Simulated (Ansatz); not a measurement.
Compressing CaPd2As2: a fit and a missing row

CaPd2As2, I4/mmm, a = 4.278 Å, c = 10.126 Å. The structure is a Materials Project entry; whether it is the stable form wasn't checked. Ansatz: PBEsol, PAW, 420 eV, Γ-centred 12×12×12 mesh on 5 atoms, Gaussian smearing 0.10 eV; no spin polarisation. Shape and atoms are relaxed at each volume; pressure is positive in compression.

| V (Å³/atom) | P (GPa) |
| --- | --- |
| 16.307 | ? |
| 16.863 | 11.74 |
| 17.419 | 7.13 |
| 17.975 | 3.25 |
| 18.531 | -0.01 |
| 19.087 | -2.71 |
| 19.643 | -4.97 |
| 20.384 | -7.36 |

Q: Take V0 = 18.531 Å³/atom, count pressures from its P0 = -0.01 GPa, fit the third-order Birch–Murnaghan form to the other rows, and predict the missing pressure.

A: With the Eulerian strain f = ½[(V0/V)^(2/3) − 1] and y = (P − P0)/[3f(1 + 2f)^(5/2)], the form is the line y = B0 + 1.5 B0 (B0′ − 4) f. Rows (f, y): 0.03245, 103.1; 0.02106, 101.9; 0.01026, 100.7; -0.00976, 96.9; -0.01905, 95.6; -0.03078, 93.3. Means f = 0.0006967, y = 98.583; Σ(Δf)² = 0.003004, ΣΔfΔy = 0.4740; the slope is their ratio. y = 98.47 + 157.8 f GPa, so B0 = 98.5 GPa and B0′ = 4 + 2 × (157.8)/(3 × 98.47) = 5.07. At V = 16.307, f = 0.04449, y = 105.49 and P = 17.41 GPa. The run gave 17.19 GPa, so the fit is 0.22 GPa too high, 0.9 % of the span of the series, against an rms of 0.03 GPa on the fitted rows. The row lies outside the fitted range. The points of y bend away from a line: a fourth-order term fitted to them gives P = 17.23 GPa at this row's volume (the line 17.41, the run 17.19).